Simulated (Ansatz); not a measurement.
Ga: from a starting cell to a relaxed one

The start is a relaxed Ga cell, doubled along one cell vector, shaken by Gaussian noise of σ = 0.08 Å a coordinate. A full variable-cell relaxation at zero pressure is run with r2SCAN (plane waves to 500 eV, PAW, scalar-relativistic; Ansatz, a first-principles code). The first steps use a coarse 5×9×12 k-mesh.

Initial structure:
```yaml
crystal:
  lattice:
    - [8.71866, 0.00000, 0.00000]
    - [-2.17966, 3.77529, 0.00000]
    - [0.00000, 0.00000, 2.72278]
  atoms:
    - { symbol: Ga, position: [0.16149, 0.65353, 0.04717] }
    - { symbol: Ga, position: [0.65193, 0.63428, 0.99283] }
    - { symbol: Ga, position: [0.32038, 0.31630, 0.95059] }
    - { symbol: Ga, position: [0.83722, 0.32590, 0.02707] }
```

| Quantity | Value |
|---|---|
| Largest initial force | 0.62 eV/Å, on Ga4 (atoms numbered as listed) |
| Energy released | 0.14 eV/atom |
| Volume change | -9.4 %, from 22.41 to 20.30 Å³/atom |
| Relative to the parent | It does not go back: it reaches Immm (No. 71), 0.13 eV/atom below the parent |
| Band gap at the end | zero (metallic) |
| Optimiser moves | 19 |

It ends as:

Space group Immm (No. 71); a = 2.7451 Å, b = 4.0055 Å, c = 7.3864 Å, α = β = γ = 90.00°

| atom | site | symmetry | x | y | z |
|---|---|---|---|---|---|
| Ga | 4i | mm2 | 0.0000 | 0.0000 | 0.1695 |
(The calculation used a cell of 2 atoms; values per cell refer to that cell.)

Final values are on a 20×20×20 k-mesh of the relaxed cell. No spin polarisation in the result.

The relaxed structure here is a generated cell of Ga: the first start was made by placing the elements on the sites of a structure type, and the end was not matched to a known phase here, so it may be hypothetical. Known forms of Ga include space group No. 64.
